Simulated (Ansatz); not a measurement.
## Cu$_{3}$Pd: zone-centre modes at 8 GPa

Method: Ansatz 0.2.0, DFT LDA, scalar-relativistic, plane waves, PAW. Settings: 420 eV plane-wave cutoff, Γ-centred 12×12×12 mesh, Fermi-Dirac smearing of 0.15 eV. No spin polarisation. Phonons by linear response, acoustic sum rule imposed.

The cell, relaxed at 8 GPa:
```
Cu Pd
1.0
     3.56867    0.00000    0.00000
     0.00000    3.56867    0.00000
     0.00000    0.00000    3.56867
Cu Pd
3 1
Direct
  0.00000 0.50000 0.50000
  0.50000 0.00000 0.50000
  0.50000 0.50000 0.00000
  0.00000 0.00000 0.00000
```

In a metal, frequencies and elastic constants depend on the k mesh and the smearing, soft modes and shear constants most. Other phases may be more stable at this pressure.

Optical modes at Γ; i marks an imaginary frequency:
```tsv
frequency (cm⁻¹)	degeneracy
167	3
205	3
283	3
```

All 9 optical modes at Γ are real: no displacement of atoms at fixed cell lowers the energy to second order. Strains and modes at other wave vectors aren't tested by this run.

Cost: 1 run of about 5.2 core-minutes, on Arm Neoverse V1 (shared hosts).